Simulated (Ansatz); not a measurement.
## BaCdSbF squeezed and stretched

A database entry relaxed whole under r2SCAN (P4/nmm):

```
Ba Cd Sb F
1.0
     4.61570    0.00000    0.00000
     0.00000    4.61570    0.00000
     0.00000    0.00000    9.80183
Ba Cd Sb F
2 2 2 2
Direct
  0.50000 0.00000 0.36053
  0.00000 0.50000 0.63947
  0.50000 0.50000 0.00000
  0.00000 0.00000 0.00000
  0.50000 0.00000 0.81464
  0.00000 0.50000 0.18536
  0.50000 0.50000 0.50000
  0.00000 0.00000 0.50000
```

The cell was scaled uniformly, its shape held, and the atoms relaxed at each volume with plane-wave PAW DFT (Ansatz 0.2.0; r2SCAN, 500 eV, 6×6×4 Γ-centred mesh, fermi-dirac occupations of width 0.020 eV; no spin, no spin-orbit coupling). One row is withheld.

```json
{"volume (Å³/atom)": "24.537", "energy over the lowest (meV/atom)": "14.5", "pressure (GPa)": "3.14", "gap over mesh and path (eV)": "0.625"}
{"volume (Å³/atom)": "25.059", "energy over the lowest (meV/atom)": "6.2", "pressure (GPa)": "1.98", "gap over mesh and path (eV)": "0.613"}
{"volume (Å³/atom)": "25.581", "energy over the lowest (meV/atom)": "1.5", "pressure (GPa)": "0.93", "gap over mesh and path (eV)": "0.599"}
{"volume (Å³/atom)": "26.103", "energy over the lowest (meV/atom)": "0.0", "pressure (GPa)": "0.00", "gap over mesh and path (eV)": "0.582"}
{"volume (Å³/atom)": "26.625", "energy over the lowest (meV/atom)": "1.4", "pressure (GPa)": "-0.84", "gap over mesh and path (eV)": "0.565"}
{"volume (Å³/atom)": "27.147", "energy over the lowest (meV/atom)": "?", "pressure (GPa)": "?", "gap over mesh and path (eV)": "?"}
{"volume (Å³/atom)": "27.669", "energy over the lowest (meV/atom)": "11.6", "pressure (GPa)": "-2.25", "gap over mesh and path (eV)": "0.517"}
```

Fit the pressures of the other rows to the third-order Birch-Murnaghan form.

With f = [(V₀/V)^(2/3) − 1]/2 and P = 3B₀f(1 + 2f)^(5/2)[1 + 3(B₀′ − 4)f/2], least squares gives V₀ = 26.10 Å³ an atom, B₀ = 44.2 GPa and B₀′ = 4.6; the rows miss the fit by less than 0.01 GPa. The slope of the energies differs from these pressures by less than 0.05 GPa.

How does the gap move with volume?

A parabola in ln(V/V₀) through the other rows has the slope dE_g/d ln V = -0.9 eV at V₀, so by B₀ the gap moves by +20 meV a GPa at this fixed shape: it widens under pressure.

What does the withheld row hold?

The fit gives -1.59 GPa at 27.147 Å³; the run gave -1.59 GPa and 5.4 meV an atom. Its gap is 0.541 eV, against 0.542 eV from the parabola.

Caveats: the shape of the cell was held, so B₀ is an upper bound where the axes differ in stiffness; 0 K, fixed nuclei; the symmetry was kept, and this need not be the phase that is stable at 0 K; one mesh for all volumes; r2SCAN gaps lie as a rule under measured ones; the slope of the gap can be off by tens of per cent, more where shallow d levels or spin-orbit coupling act on the edges; no spin-orbit coupling, which narrows gaps of heavier elements; pressure is positive in compression.
